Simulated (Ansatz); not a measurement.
## Two states of LaTiO$_{3}$

```xyz
5
Lattice="4.1854 0.0000 0.0000 0.0000 4.1854 0.0000 0.0000 0.0000 4.1854" Properties=species:S:1:pos:R:3 pbc="T T T"
Ti    0.0000    0.0000    0.0000
O     2.0927    0.0000    0.0000
O     0.0000    2.0927    0.0000
O     0.0000    0.0000    2.0927
La    2.0927    2.0927    2.0927
```

The numbers come from plane-wave PAW DFT (Ansatz): r2SCAN, 500 eV, 6×6×6 Γ-centred k points, fermi-dirac occupations (width 0.1 eV). Nothing was relaxed.

State A: Ti1 up (collinear spin). State B: no moments (no spin polarisation).

Q: Compare the two self-consistent states.

A: State A is lower by 7.3 meV an atom at zero smearing; in free energy at this smearing B lies +6.1 meV an atom from A.

```csv
state,free energy (meV/atom),largest moment in a small sphere (μB),net moment (μB/cell),gap on mesh (eV),pressure (GPa),largest force (eV/Å)
A,0.0,0.55,0.88,metal,-23.7,0.00
B,6.1,0.00,0.00,metal,-24.5,0.00
```

Origin: a known structure type with other elements, at an estimated volume, so it need not be a known compound. Caveats: atoms or cell far from equilibrium; odd electron count without spin polarisation, so a magnetic state may lie lower; correlation that this level lacks may open a gap in such a compound.
